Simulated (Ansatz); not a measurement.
## ScPt: how the energy converges with the cutoff

ScPt, P1, a = 3.251 Å, b = 3.238 Å, c = 3.264 Å, α, β, γ = 90.1°, 89.3°, 88.7°. Ansatz: PBEsol, PAW, cutoff varied, Γ-centred 10×10×10 mesh on 2 atoms, Gaussian smearing 0.10 eV; no spin polarisation. Single points at one geometry with displaced atoms, the cutoff alone changed; ΔE is the energy at zero smearing over the run at 600 eV. The runs up to 350 eV lie under the cutoff recommended for these PAW datasets.

| cutoff (eV) | ΔE (meV/atom) |
| --- | --- |
| 200 | 6401.52 |
| 250 | 915.62 |
| 300 | ? |
| 350 | 5.22 |
| 420 | 1.14 |

Problem. Assume ΔE falls exponentially with the cutoff, fit y = ln ΔE against x, the cutoff in eV, to the other rows, and predict the missing value.

Solution. y = 8.764, 6.820, 1.652, 0.131. Means x = 305.0, y = 4.3418; Σ(Δx)² = 29300, ΣΔxΔy = -1206; the slope is their ratio. y = 16.89 − 0.04116 x, a factor of ten per 56 eV. At 300 eV this gives ΔE = 93.88 meV/atom. The run gave 90.84, a ratio of 1.03. Between neighbouring rows the decay runs from a factor of ten per 40 eV to one per 106 eV, so one exponential is only a rough guide. The fast fall gives way to a slow tail.